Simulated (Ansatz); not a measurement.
Sc$_{2}$GeB$_{2}$ in space group P-6m2 (No. 187; Sc on 2h, Ge on 1a, B on 1b, B on 1f), the program Ansatz at the PBEsol level (PAW), all energies at zero smearing, with the estimated change up to a 700 eV cutoff added, with one set of potentials and settings (totals compare only within such a set). Cell of 5 atoms (2 Sc, 1 Ge, 2 B): -8785.588 eV.

```tsv
element	reference phase	E (eV/atom)
Sc	P6_3/mmc, 2 atoms in the cell	-2111.3717
Ge	Fd-3m, 2 atoms in the cell	-4253.5039
B	R-3m, 12 atoms in the cell	-152.6704
```

Formation energy per atom, worked out: (-8785.588 − 2×(-2111.3717) − 1×(-4253.5039) − 2×(-152.6704))/5 = -0.800 eV/atom (-77 kJ per mol of atoms), at 0 K, without zero-point energy or fitted corrections.

The start of the workflow was typed in or built on a structure type; neither database checked (COD, Materials Project) lists it. Whether it is the stable phase at ambient conditions was not checked. Symmetry was held in the PBEsol relaxation; whether a distortion lowers the energy is not shown. No spin polarisation was allowed. The references are the lowest solids computed at this level, not always the standard phases.

Potentials: the earlier of the program's two PAW sets. The files were generated under PBE; for other functionals the program regenerates the frozen cores, and for LDA and PBEsol the local potential too.
